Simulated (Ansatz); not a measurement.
The calculation used DFT PBE, scalar-relativistic, plane waves, PAW (Ansatz). All cells share a 420 eV cutoff and Γ-centred k meshes spaced about 0.3 Å⁻¹ or finer (0.25 for metals, 2π included). No spin polarisation.

All energies are static (0 K, no zero-point motion).

Compare these two cells of PdCl₄, each relaxed at this level.

A.

```yaml
crystal:
  lattice:
    - [3.97370, -4.53585, 0.00000]
    - [3.97370, 4.53585, 0.00000]
    - [0.00000, 0.00000, 3.54064]
  atoms:
    - { symbol: Pd, position: [0.00000, 0.00000, 0.00000] }
    - { symbol: Cl, position: [0.82421, 0.17579, 0.50000] }
    - { symbol: Cl, position: [0.17579, 0.82421, 0.50000] }
    - { symbol: Cl, position: [0.29320, 0.29320, 0.00000] }
    - { symbol: Cl, position: [0.70680, 0.70680, 0.00000] }
```

B.

```yaml
crystal:
  lattice:
    - [7.52205, 0.00000, 0.00000]
    - [0.00000, 10.29744, 0.00000]
    - [0.00000, 0.00000, 3.55565]
  atoms:
    - { symbol: Pd, position: [0.00000, 0.00000, 0.00000] }
    - { symbol: Pd, position: [0.50000, 0.50000, 0.50000] }
    - { symbol: Cl, position: [0.55265, 0.34947, 0.00000] }
    - { symbol: Cl, position: [0.44735, 0.65053, 0.00000] }
    - { symbol: Cl, position: [0.94735, 0.84947, 0.50000] }
    - { symbol: Cl, position: [0.05265, 0.15053, 0.50000] }
    - { symbol: Cl, position: [0.19816, 0.44780, 0.50000] }
    - { symbol: Cl, position: [0.80184, 0.55220, 0.50000] }
    - { symbol: Cl, position: [0.30184, 0.94780, 0.00000] }
    - { symbol: Cl, position: [0.69816, 0.05220, 0.00000] }
```

Question: Which form is favoured at zero pressure, and by what margin per atom?

Answer: They are level within the accuracy (3 meV/atom apart, with B the lower in these runs). A has space group Cmmm (No. 65), 25.5 Å³/atom and no gap on its mesh; B has space group Pnnm (No. 58), 27.5 Å³/atom and no gap. In A, Pd has 6 Cl at 2.33–2.38 Å; Cl on a site of symmetry m2m has 2 Pd at 2.38 Å; around Cl on a site of symmetry 2mm lies 1 Pd at 2.33 Å. In B, around Pd lie 6 Cl at 2.33–2.39 Å; around Cl on its first site lie 2 Pd at 2.39 Å; Cl on its second site has 1 Pd at 2.33 Å. Both come from trial cells of a structure search.

For metals, differences of a few meV/atom aren't resolved. No dispersion correction is applied, so the spacing and binding between layers, chains or molecules are poorly described (Cmmm, Pnnm), and this can change margins and order among such cells. A magnetic state wasn't ruled out in cells without spin, among them Pnnm. Trial moments fell under 0.15 μB along the way in Cmmm and Pnnm; another start might hold them. B has imaginary phonons (to 40i cm⁻¹ on its k mesh, which matters in a metal), so it may be a saddle point. A kick in its own cell came back all the same. With atoms moved at random, A came back.
